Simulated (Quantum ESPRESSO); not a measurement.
Band energies of CsSrF$_{3}$

```
CELL_PARAMETERS angstrom
      4.76325     0.00000     0.00000
      0.00000     4.76325     0.00000
      0.00000     0.00000     4.76325
ATOMIC_POSITIONS crystal
  F  0.00000 0.50000 0.50000
  F  0.50000 0.00000 0.50000
  F  0.50000 0.50000 0.00000
  Sr 0.50000 0.50000 0.50000
  Cs 0.00000 0.00000 0.00000
```

PBEsol (Quantum ESPRESSO, PseudoDojo norm-conserving, 84 Ry, without SOC); path ΓXMΓRX,MR; energies in eV from the valence-band maximum.

| k (1/Å) | point | band 16 | band 17 | band 18 | band 19 | band 20 | band 21 | band 22 | band 23 |
|---|---|---|---|---|---|---|---|---|---|
| 0.00 | Γ | -0.26 | -0.26 | 0.00 | 0.00 | 0.00 | 6.26 | 7.72 | 7.72 |
| 0.22 |  | -0.29 | -0.29 | -0.27 | -0.01 | -0.01 | 6.63 | 7.89 | 8.02 |
| 0.66 | X | -0.43 | -0.39 | -0.39 | -0.01 | -0.01 | 7.89 | 8.52 | 9.24 |
| 0.88 |  | -0.44 | -0.40 | -0.27 | -0.19 | -0.02 | 8.15 | 8.78 | 8.91 |
| 1.32 | M | -0.57 | -0.23 | -0.23 | -0.03 | -0.02 | 8.17 | 8.61 | 9.01 |
| 1.51 |  | -0.54 | -0.29 | -0.24 | -0.04 | -0.03 | 8.28 | 8.54 | 8.98 |
| 1.88 |  | -0.39 | -0.35 | -0.29 | -0.16 | -0.01 | 7.22 | 8.24 | 8.49 |
| 2.07 |  | -0.28 | -0.26 | -0.13 | -0.10 | 0.00 | 6.54 | 7.87 | 7.92 |
| 2.25 | Γ | -0.26 | -0.26 | 0.00 | 0.00 | 0.00 | 6.26 | 7.72 | 7.72 |
| 2.42 |  | -0.26 | -0.26 | -0.07 | -0.06 | -0.06 | 6.48 | 7.85 | 7.85 |
| 2.58 |  | -0.31 | -0.26 | -0.26 | -0.17 | -0.17 | 7.03 | 8.22 | 8.22 |
| 2.90 |  | -0.58 | -0.58 | -0.15 | -0.15 | -0.13 | 8.37 | 8.92 | 8.92 |
| 3.07 |  | -0.61 | -0.61 | -0.09 | -0.09 | -0.07 | 8.49 | 8.77 | 8.77 |
| 3.39 | R | -0.62 | -0.62 | -0.01 | -0.01 | -0.01 | 8.48 | 8.48 | 8.48 |
| 3.55 |  | -0.62 | -0.61 | -0.04 | -0.03 | -0.02 | 8.46 | 8.56 | 8.56 |
| 3.86 |  | -0.60 | -0.52 | -0.22 | -0.12 | -0.11 | 8.51 | 8.93 | 9.09 |
| 4.02 |  | -0.40 | -0.32 | -0.26 | -0.20 | -0.19 | 8.43 | 8.70 | 8.95 |
| 4.33 | X | -0.43 | -0.39 | -0.39 | -0.01 | -0.01 | 7.89 | 8.52 | 9.24 |
| 4.33 | M | -0.57 | -0.23 | -0.23 | -0.03 | -0.02 | 8.17 | 8.61 | 9.01 |
| 4.66 |  | -0.59 | -0.59 | -0.12 | -0.12 | -0.01 | 8.35 | 8.79 | 8.79 |
| 4.99 | R | -0.62 | -0.62 | -0.01 | -0.01 | -0.01 | 8.48 | 8.48 | 8.48 |

The PBEsol gap is direct, 6.26 eV at Γ. Another valence extremum on the path lies within 0.02 eV, too close to call.

The cell is held in this high symmetry; tilts and polar distortions were not searched.

Geometry of the Materials Project entry, not relaxed at this level.

The structure is a Materials Project entry; no match was found in the copy of COD used, and its stability was not checked.
